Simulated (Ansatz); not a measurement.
BaTiO3:
Space group Pm-3m (No. 221); a = 3.994 Å, b = 3.994 Å, c = 3.994 Å, α = 90.00°, β = 90.00°, γ = 90.00°

```tsv
atom	site	symmetry	x	y	z
Ba	1a	m-3m	0.0000	0.0000	0.0000
Ti	1b	m-3m	0.5000	0.5000	0.5000
O	3c	4/mm.m	0.0000	0.5000	0.5000
```

Relaxed with r²SCAN.

Tabulate the valence density and the electron localisation function along the shortest Ba–O contact (2.82 Å), DFT-r²SCAN in the program Ansatz with PAW potentials.



```csv
distance from Ba (Å),density (e/Å³),ELF
0.28,0.55,0.01
0.42,0.97,0.24
0.56,1.33,0.65
0.71,1.40,0.83
0.85,1.17,0.88
0.99,0.81,0.85
1.13,0.50,0.72
1.27,0.29,0.37
1.41,0.19,0.11
1.55,0.17,0.08
1.69,0.22,0.20
1.84,0.34,0.51
1.98,0.61,0.74
2.12,1.16,0.82
2.26,2.28,0.82
2.40,4.11,0.76
2.54,6.02,0.58
```

The density is the valence pseudo-density with augmentation charge, so density and ELF within about 1 Å of a nucleus are not all-electron values.

This is a known high-temperature phase of the composition, computed here at zero pressure and temperature. The r²SCAN relaxation kept the symmetry of its start. At this level the phase is dynamically unstable (imaginary phonons). The run is not spin-polarised. Scalar-relativistic: spin–orbit coupling is off unless named, which matters more the heavier the elements.

Potentials: the later of the program's two PAW sets.
